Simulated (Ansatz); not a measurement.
TiHSe₂ in space group P3m1 (No. 156; Se on 1c, Ti on 1a, Se on 1b, H on 1b) under volume change, plane-wave PAW PBE+D3(BJ) (Ansatz code), shape and atoms relaxed at each volume.

```json
[
 {"V (Å³/atom)": "15.588", "E − E(relaxed) (meV/atom)": "21.7", "P (GPa)": "5.04"},
 {"V (Å³/atom)": "16.102", "E − E(relaxed) (meV/atom)": "8.9", "P (GPa)": "2.99"},
 {"V (Å³/atom)": "16.615", "E − E(relaxed) (meV/atom)": "2.1", "P (GPa)": "1.33"},
 {"V (Å³/atom)": "17.129", "E − E(relaxed) (meV/atom)": "0.0", "P (GPa)": "0.00"},
 {"V (Å³/atom)": "17.643", "E − E(relaxed) (meV/atom)": "1.7", "P (GPa)": "-1.04"},
 {"V (Å³/atom)": "18.157", "E − E(relaxed) (meV/atom)": "6.4", "P (GPa)": "-1.82"},
 {"V (Å³/atom)": "18.671", "E − E(relaxed) (meV/atom)": "13.2", "P (GPa)": "-2.38"}
]
```

**Question.** What does a third-order Birch–Murnaghan fit give for V₀, B₀ and B′?

**Answer.** V₀ = 17.13 Å³/atom, B₀ = 38.3 GPa, B′ = 7.2.

The cell is a constructed one: a structure type filled with these elements; neither database checked (COD, Materials Project) lists it. Whether it is the stable phase at ambient conditions was not checked. The cell was relaxed with PBE+D3(BJ) under the symmetry of its start; of distortions, only those at the zone centre were tested. No spin polarisation was allowed.

Potentials: the later of the program's two PAW sets.
